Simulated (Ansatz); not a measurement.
Computed properties of Na

Na:
```
CELL_PARAMETERS angstrom
      3.77859     0.00000     0.00000
     -1.88929     3.27235     0.00000
      0.00000     0.00000     6.10801
ATOMIC_POSITIONS crystal
  Na 0.33333 0.66667 0.25000
  Na 0.66667 0.33333 0.75000
```

Space group P6_3/mmc (No. 194), hcp (Mg type); conventional cell a = b = 3.779 Å, c = 6.108 Å, α = β = 90.00°, γ = 120.00°.

Method: r²SCAN in the plane-wave PAW code Ansatz. Structure relaxed to zero pressure with the same functional. Other levels are named where they apply.

**Cell and energy**

```
Quantity              Value
---------------  ----------
Volume per atom    37.76 Å³
Density          1.01 g/cm³
```

**Electronic structure**

```
Item                                                                        Result
------------------------------------  --------------------------------------------
Electronic character                                             metallic (no gap)
Density of states at the Fermi level  0.48 states/eV per atom (mean over ±0.08 eV)
```

**Mechanics**

```
Item                                                                                           Result
--------------------------------------------  -------------------------------------------------------
Bulk modulus (Birch–Murnaghan fit)                                                            76 kbar
Pressure derivative B′                                                                            3.6
Elastic constants (relaxed ions, GPa)         C11 = 11.3, C12 = 7.7, C13 = 3.7, C33 = 15.9, C44 = 2.7
Mechanical stability                                           stable (all eigenvalues of C positive)
Hill bulk and shear moduli                                                            7.6 and 2.8 GPa
Young's modulus                                                                               7.4 GPa
Poisson's ratio                                                                                  0.34
Debye temperature from the elastic constants                                                    165 K
```

**Phonons**

```
Property                                       Result
-----------------------------  ----------------------
Highest zone-centre frequency                137 cm⁻¹
Zone-centre stability          no imaginary mode at Γ
```

The first step of the workflow began from a Materials Project structure, measured or hypothetical; the Crystallography Open Database files this formula in space group No. 194, but the cells were not matched. It is not the phase usual at ambient conditions (space group No. 229). The cell keeps a stress of up to 0.2 GPa. Symmetry was held in the r²SCAN relaxation. As this level gives no gap, shear constants depend on the k-mesh and smearing (Fermi–Dirac, 0.1 eV here). As this level gives no gap, phonon frequencies hold no LO–TO term and depend on the k-mesh and smearing (Fermi–Dirac, 0.1 eV here). Axis ratios of metals converge slowly with the k-mesh, so a and c are less sure than the volume.

Potentials: the earlier of the program's two PAW sets.
